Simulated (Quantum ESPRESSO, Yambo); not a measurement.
# GaAlN₂ under isotropic strain

```
CELL_PARAMETERS angstrom
      3.14665     0.00000     0.00000
     -1.57333     2.72508     0.00000
      0.00000     0.00000     5.09823
ATOMIC_POSITIONS crystal
  N  0.66667 0.33333 0.11253
  N  0.00000 0.00000 0.62715
  Al 0.00000 0.00000 0.99951
  Ga 0.66667 0.33333 0.49720
```

GaAlN2 (space group P3m1, No. 156) under isotropic strain (on all lattice vectors), counted from the cell relaxed with PBEsol, atoms relaxed at each step. PBEsol (pw.x of Quantum ESPRESSO, ONCV potentials, scalar-relativistic); G0W0 and BSE in Yambo (6×6×4 Γ-centred k mesh, 104 bands and a 10 Ry block in the screening, 104 bands in G with the Bruneval-Gonze terminator, plasmon pole fitted at 27.2 eV; BSE 12×12×6 mesh, 5 valence and 2 conduction bands, static screening with 29 bands and a 4 Ry block, scissor from each state's G0W0).

| strain (%) | pressure (GPa) | PBEsol gap (eV) | kind | G0W0 direct gap (eV) | lowest vertical BSE state (eV) | RPA ε∞ along x |
|---|---|---|---|---|---|---|
| -3 | 21.5 | 3.51 | direct | 4.52 at Γ | not resolved | 4.77 |
| -1.5 | 9.7 | 3.18 | direct | 4.14 at Γ | not resolved | 4.85 |
| -0.7 | 4.3 | 3.00 | direct | 3.95 at Γ | not resolved | – |
| 0 | 0.0 | 2.84 | direct | 3.77 at Γ | not resolved | – |
| +1 | -5.5 | 2.63 | direct | 3.53 at Γ | not resolved | – |
| +2 | -10.3 | 2.42 | direct | 3.28 at Γ | not resolved | – |

Between -0.7 % and +1 % the direct gap at Γ has a volume deformation potential dE/dlnV of -8.3 eV in G0W0 and -7.3 eV in PBEsol.

GW, BSE and RPA settings are held fixed; their convergence isn't established. Strains are linear. The screening block changes size along the series (147 vectors at -3 %, 147 vectors at -1.5 %, 159 vectors at -0.7 %, 159 vectors at +0 %, 159 vectors at +1 %, 159 vectors at +2 %), which puts steps into the G0W0 values. Spin-orbit splittings are left out. Axes are Cartesian, with cell vectors (Å) (3.15, 0.00, 0.00), (-1.57, 2.73, 0.00), (0.00, 0.00, 5.10).

The standard potential for Ga keeps a d shell in the valence without the s and p states of that shell. In tests on such compounds this moved G0W0 gaps by up to about 0.9 eV, so absolute quasiparticle energies here are unreliable; differences between settings are what counts.

The structure is a Materials Project entry; no match was found in the copy of COD used, and its stability was not checked.
